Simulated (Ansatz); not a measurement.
**YNi$_{2}$Si$_{2}$: pressure against volume**

YNi$_{2}$Si$_{2}$, I4/mmm, a = 3.923 Å, c = 9.455 Å. The structure is a COD entry; whether it is the stable form wasn't checked. Ansatz: PBEsol, PAW, 420 eV, Γ-centred 12×12×12 mesh on 5 atoms, Gaussian smearing 0.10 eV; no spin polarisation. Shape and atoms are relaxed at each volume; pressure is positive in compression.

```
V (Å³/atom) P (GPa)
     13.679    10.48
     14.116     4.81
     14.552    -0.02
     14.989        ?
     15.426    -7.59
```

**Question.** Take V0 = 14.552 Å³/atom, count pressures from its P0 = -0.02 GPa, fit the third-order Birch–Murnaghan form to the other rows, and predict the missing pressure.

**Answer.** With the Eulerian strain f = ½[(V0/V)^(2/3) − 1] and y = (P − P0)/[3f(1 + 2f)^(5/2)], the form is the line y = B0 + 1.5 B0 (B0′ − 4) f. Rows (f, y): 0.02105, 150.0; 0.01024, 149.5; -0.01907, 145.8. Means f = 0.004073, y = 148.43; Σ(Δf)² = 0.0008618, ΣΔfΔy = 0.09412; the slope is their ratio. y = 148.0 + 109.2 f GPa, so B0 = 148.0 GPa and B0′ = 4 + 2 × (109.2)/(3 × 148.0) = 4.49. At V = 14.989, f = -0.00977, y = 146.93 and P = -4.12 GPa. The run gave -4.11 GPa, so the fit is 0.01 GPa too low, within the rms miss on the fitted rows (0.01 GPa).

Cost: 5 runs of about 9.9 core-minutes in all, on AMD EPYC 7R43 (Zen 3) (shared hosts).